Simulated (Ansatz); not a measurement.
Cu$_{2}$As, a database entry at a rescaled volume

```yaml
crystal:
  lattice:
    - [3.79437, 0.00000, 0.00000]
    - [0.00000, 3.79437, 0.00000]
    - [0.00000, 0.00000, 5.95199]
  atoms:
    - { symbol: As, position: [0.00000, 0.50000, 0.70900] }
    - { symbol: As, position: [0.50000, 0.00000, 0.29100] }
    - { symbol: Cu, position: [0.00000, 0.00000, 0.00000] }
    - { symbol: Cu, position: [0.50000, 0.50000, 0.00000] }
    - { symbol: Cu, position: [0.00000, 0.50000, 0.30300] }
    - { symbol: Cu, position: [0.50000, 0.00000, 0.69700] }
```

Level: PBEsol, no spin polarisation; 420 eV; 9×9×6 Γ-centred mesh; fermi-dirac occupations (width 0.1 eV); Ansatz 0.2.0, fixed geometry.

Task: What is the formation energy?

Result: 0.02 eV an atom against the elements' usual phases (free molecules for gases, crystals otherwise, with no correction for O₂ or N₂), too near zero to call. Relaxing would lower it.

Task: Is the cell too large or too small?

Result: The pressure is -5.2 GPa (compression positive), so with the atoms held at these fractions the cell would first shrink.

Task: What do density and ELF say about some of the short contacts?

Result: As–Cu at 2.42 Å: least valence density 0.44 e/Å³ and ELF 0.38 there. Cu–Cu at 2.62 Å: least valence density 0.24 e/Å³ and ELF 0.22 there. These are pseudo-fields; inside the PAW spheres they differ from the all-electron ones.

Task: What happens at the Fermi level?

Result: It is a metal, with about 2.2 states/eV a cell as the mean within 0.25 eV of the Fermi level, mostly As p (55 %) and Cu d (29 %).

Origin: a database entry at a rescaled volume.
